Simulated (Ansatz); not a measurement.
Input, command and steps of an Ansatz relaxation.

```yaml
crystal:
  lattice:
    - [3.3178488582, 0.0, 0.0]
    - [-1.6589244291, 2.8733413971, 0.0]
    - [0.0, 0.0, 36.41830731]
  atoms:
    - { symbol: W, position: [0.66666667, 0.33333333, 0.90611047] }
    - { symbol: W, position: [0.66666667, 0.33333333, 0.280468] }
    - { symbol: W, position: [0.33333333, 0.66666667, 0.719532] }
    - { symbol: W, position: [0.33333333, 0.66666667, 0.09388953] }
    - { symbol: Se, position: [0.33333333, 0.66666667, 0.95178674] }
    - { symbol: Se, position: [0.33333333, 0.66666667, 0.32610682] }
    - { symbol: Se, position: [0.66666667, 0.33333333, 0.76520455] }
    - { symbol: Se, position: [0.66666667, 0.33333333, 0.1395502] }
    - { symbol: Se, position: [0.33333333, 0.66666667, 0.8604498] }
    - { symbol: Se, position: [0.33333333, 0.66666667, 0.23479545] }
    - { symbol: Se, position: [0.66666667, 0.33333333, 0.67389318] }
    - { symbol: Se, position: [0.66666667, 0.33333333, 0.04821326] }
basis:
  ecutwfc: 420
kpoints:
  mp_grid: { grid: [12, 12, 1] }
hamiltonian:
  xc: pbesol
scf:
  occupations: { method: gaussian, width: 0.02 }
output:
  forces: true
  stress: true
  eigenvalues: true
  write_density: true
  write_potential: true
  elf: true
  volumetric_format: npy
relax:
  adjacent_minimum: "off"
  f_tol: 0.01
  max_steps: 40
```

```bash
ansatz run input.yaml --threads 2 --pin off --max-ram 5120MiB --backend cpu --events-out ev --progress --plain --runs-dir out
```

These are results of Ansatz, DFT PBEsol, scalar-relativistic, plane waves, PAW, not measurements.

Of 6 frames 6 are shown, positions in Å and forces in eV/Å; the SCF threshold varies from step to step.

```xyz
12
Lattice="3.3178 0.0000 0.0000 -1.6589 2.8733 0.0000 0.0000 0.0000 36.4183" Properties=species:S:1:pos:R:3:forces:R:3 pbc="T T T" step=1 free_energy_over_end_meV_per_atom=1.44
W     1.6589    0.9578   32.9990    0.0000    0.0000    0.0098
W     1.6589    0.9578   10.2142    0.0000    0.0000    0.0005
W     0.0000    1.9156   26.2041    0.0000    0.0000   -0.0005
W     0.0000    1.9156    3.4193    0.0000    0.0000   -0.0098
Se    0.0000    1.9156   34.6625    0.0000    0.0000   -0.1006
Se    0.0000    1.9156   11.8763    0.0000    0.0000   -0.1296
Se    1.6589    0.9578   27.8675    0.0000    0.0000   -0.0966
Se    1.6589    0.9578    5.0822    0.0000    0.0000   -0.0930
Se    0.0000    1.9156   31.3361    0.0000    0.0000    0.0930
Se    0.0000    1.9156    8.5509    0.0000    0.0000    0.0966
Se    1.6589    0.9578   24.5420    0.0000    0.0000    0.1296
Se    1.6589    0.9578    1.7558    0.0000    0.0000    0.1006
12
Lattice="3.3178 0.0000 0.0000 -1.6589 2.8733 0.0000 0.0000 0.0000 36.4183" Properties=species:S:1:pos:R:3:forces:R:3 pbc="T T T" step=2 free_energy_over_end_meV_per_atom=1.09
W     1.6589    0.9578   33.0067    0.0000    0.0000   -0.0037
W     1.6589    0.9578   10.1066    0.0000    0.0000   -0.0187
W     0.0000    1.9156   26.3117    0.0000    0.0000    0.0187
W     0.0000    1.9156    3.4116    0.0000    0.0000    0.0037
Se    0.0000    1.9156   34.6564    0.0000    0.0000    0.1378
Se    0.0000    1.9156   11.7526    0.0000    0.0000    0.1526
Se    1.6589    0.9578   27.9605    0.0000    0.0000    0.1579
Se    1.6589    0.9578    5.0620    0.0000    0.0000    0.1242
Se    0.0000    1.9156   31.3563    0.0000    0.0000   -0.1242
Se    0.0000    1.9156    8.4578    0.0000    0.0000   -0.1579
Se    1.6589    0.9578   24.6657    0.0000    0.0000   -0.1526
Se    1.6589    0.9578    1.7619    0.0000    0.0000   -0.1378
12
Lattice="3.3178 0.0000 0.0000 -1.6589 2.8733 0.0000 0.0000 0.0000 36.4183" Properties=species:S:1:pos:R:3:forces:R:3 pbc="T T T" step=3 free_energy_over_end_meV_per_atom=0.46
W     1.6589    0.9578   33.0282    0.0000    0.0000    0.0021
W     1.6589    0.9578   10.0398    0.0000    0.0000   -0.0080
W     0.0000    1.9156   26.3785    0.0000    0.0000    0.0080
W     0.0000    1.9156    3.3901    0.0000    0.0000   -0.0021
Se    0.0000    1.9156   34.6834    0.0000    0.0000    0.0401
Se    0.0000    1.9156   11.6923    0.0000    0.0000    0.0367
Se    1.6589    0.9578   28.0333    0.0000    0.0000    0.0457
Se    1.6589    0.9578    5.0457    0.0000    0.0000    0.0280
Se    0.0000    1.9156   31.3726    0.0000    0.0000   -0.0280
Se    0.0000    1.9156    8.3850    0.0000    0.0000   -0.0457
Se    1.6589    0.9578   24.7260    0.0000    0.0000   -0.0367
Se    1.6589    0.9578    1.7349    0.0000    0.0000   -0.0401
12
Lattice="3.3178 0.0000 0.0000 -1.6589 2.8733 0.0000 0.0000 0.0000 36.4183" Properties=species:S:1:pos:R:3:forces:R:3 pbc="T T T" step=4 free_energy_over_end_meV_per_atom=0.03
W     1.6589    0.9578   33.1261    0.0000    0.0000   -0.0042
W     1.6589    0.9578    9.8808    0.0000    0.0000   -0.0006
W     0.0000    1.9156   26.5375    0.0000    0.0000    0.0006
W     0.0000    1.9156    3.2922    0.0000    0.0000    0.0042
Se    0.0000    1.9156   34.7849    0.0000    0.0000   -0.0360
Se    0.0000    1.9156   11.5376    0.0000    0.0000   -0.0380
Se    1.6589    0.9578   28.1965    0.0000    0.0000   -0.0341
Se    1.6589    0.9578    4.9512    0.0000    0.0000   -0.0384
Se    0.0000    1.9156   31.4672    0.0000    0.0000    0.0384
Se    0.0000    1.9156    8.2218    0.0000    0.0000    0.0341
Se    1.6589    0.9578   24.8807    0.0000    0.0000    0.0380
Se    1.6589    0.9578    1.6334    0.0000    0.0000    0.0360
12
Lattice="3.3178 0.0000 0.0000 -1.6589 2.8733 0.0000 0.0000 0.0000 36.4183" Properties=species:S:1:pos:R:3:forces:R:3 pbc="T T T" step=5 free_energy_over_end_meV_per_atom=0.01
W     1.6589    0.9578   33.1258    0.0000    0.0000    0.0017
W     1.6589    0.9578    9.8457    0.0000    0.0000    0.0014
W     0.0000    1.9156   26.5726    0.0000    0.0000   -0.0014
W     0.0000    1.9156    3.2926    0.0000    0.0000   -0.0017
Se    0.0000    1.9156   34.7829    0.0000    0.0000   -0.0081
Se    0.0000    1.9156   11.5009    0.0000    0.0000   -0.0115
Se    1.6589    0.9578   28.2302    0.0000    0.0000   -0.0134
Se    1.6589    0.9578    4.9498    0.0000    0.0000   -0.0129
Se    0.0000    1.9156   31.4685    0.0000    0.0000    0.0129
Se    0.0000    1.9156    8.1881    0.0000    0.0000    0.0134
Se    1.6589    0.9578   24.9174    0.0000    0.0000    0.0115
Se    1.6589    0.9578    1.6354    0.0000    0.0000    0.0081
12
Lattice="3.3178 0.0000 0.0000 -1.6589 2.8733 0.0000 0.0000 0.0000 36.4183" Properties=species:S:1:pos:R:3:forces:R:3 pbc="T T T" step=6 free_energy_over_end_meV_per_atom=0.00
W     1.6589    0.9578   33.1404    0.0000    0.0000   -0.0012
W     1.6589    0.9578    9.8484    0.0000    0.0000   -0.0006
W     0.0000    1.9156   26.5699    0.0000    0.0000    0.0006
W     0.0000    1.9156    3.2779    0.0000    0.0000    0.0012
Se    0.0000    1.9156   34.7967    0.0000    0.0000    0.0035
Se    0.0000    1.9156   11.5027    0.0000    0.0000    0.0052
Se    1.6589    0.9578   28.2265    0.0000    0.0000    0.0057
Se    1.6589    0.9578    4.9342    0.0000    0.0000    0.0068
Se    0.0000    1.9156   31.4841    0.0000    0.0000   -0.0068
Se    0.0000    1.9156    8.1918    0.0000    0.0000   -0.0057
Se    1.6589    0.9578   24.9156    0.0000    0.0000   -0.0052
Se    1.6589    0.9578    1.6216    0.0000    0.0000   -0.0035
```

The run took 2.6 min on 2 threads of Oxide Virtual Turin-like Processor (Zen 5) (shared host), peak memory 1.1 GiB.

Spin–orbit coupling is left out, which can shift energies with elements as heavy as these. The cell holds layers, and where no dispersion correction was added their binding is poorly described.